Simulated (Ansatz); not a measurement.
# Nuclear-site quantities of Ba as the cell is scaled

```xyz
1
Lattice="-2.5000 2.5000 2.5000 2.5000 -2.5000 2.5000 2.5000 2.5000 -2.5000" Properties=species:S:1:pos:R:3 pbc="T T T"
Ba    0.0000    0.0000    0.0000
```

The structure is an experimental refinement, used without relaxation.

No spin–orbit coupling, which matters for the heavy atoms here.

All numbers below come from DFT, PBEsol, all-electron PAW with datasets made for the crystal, scalar-relativistic (Ansatz 0.2.0).

Settings: a Γ-centred 10×10×10 k mesh, Fermi–Dirac smearing of 0.05 eV, cutoff 220 eV (chosen by the program for this cell), no spin polarisation.

The contact density is the mean electron density over the nuclear volume; its changes follow the s electrons' response to bonding and compression. Changes below are taken from the unscaled cell, where it is 2.06231e+06 e/Å³ at Ba.

```csv
V/V(cell),P (GPa),Δρ(0) Ba (e/Å³)
0.9400,-0.1,?
0.9600,-0.3,1.37
0.9800,-0.4,0.71
0.9900,-0.5,0.35
1.0000,-0.6,0.00
1.0100,-0.7,?
1.0200,-0.7,-0.70
1.0400,-0.9,-1.31
1.0600,-1.0,?
```

(1) Give the missing entry: row "1.0100", column "Δρ(0) Ba (e/Å³)".

(2) Give the missing entry: row "1.0600", column "Δρ(0) Ba (e/Å³)".

(3) What belongs in the row "0.9400", column "Δρ(0) Ba (e/Å³)"?

The datasets are made afresh for each cell, so very small changes are uncertain. Scalar relativity leaves out the p1/2 density at heavy nuclei.

Answers

(1) -0.39.

(2) -2.31.

(3) 2.13.
